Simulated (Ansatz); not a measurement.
CaHI:
```xyz
6
Lattice="4.0042 0.0000 0.0000 0.0000 4.0042 0.0000 0.0000 0.0000 8.9248" Properties=species:S:1:pos:R:3 pbc="T T T"
Ca     0.0000     2.0021     1.2142
Ca     2.0021     0.0000     7.7106
H      2.0021     2.0021     0.0000
H      0.0000     0.0000     0.0000
I      0.0000     2.0021     6.1297
I      2.0021     0.0000     2.7951
```

r²SCAN+D4 (plane waves, PAW; program Ansatz) gives a gap of 3.76 eV without spin–orbit coupling, maximum at Z, minimum at M.

Problem. What happens when spin–orbit coupling is switched on?

Solution. The gap drops by 0.20 eV, to 3.56 eV; maximum at Z, minimum at M.

Problem. Give the hole effective mass with spin–orbit coupling.

Solution. 0.29, 1.5, 1.5 mₑ (principal values).

Space group P4/nmm. The workflow started from a Materials Project entry (that database holds measured and hypothetical structures alike); the Crystallography Open Database files this formula in space group No. 129, but the cells were not matched. Whether it is the stable phase at ambient conditions was not checked. The r²SCAN+D4 relaxation kept the symmetry of its start; its stability against distortions is not shown here.

Potentials: the later of the program's two PAW sets.
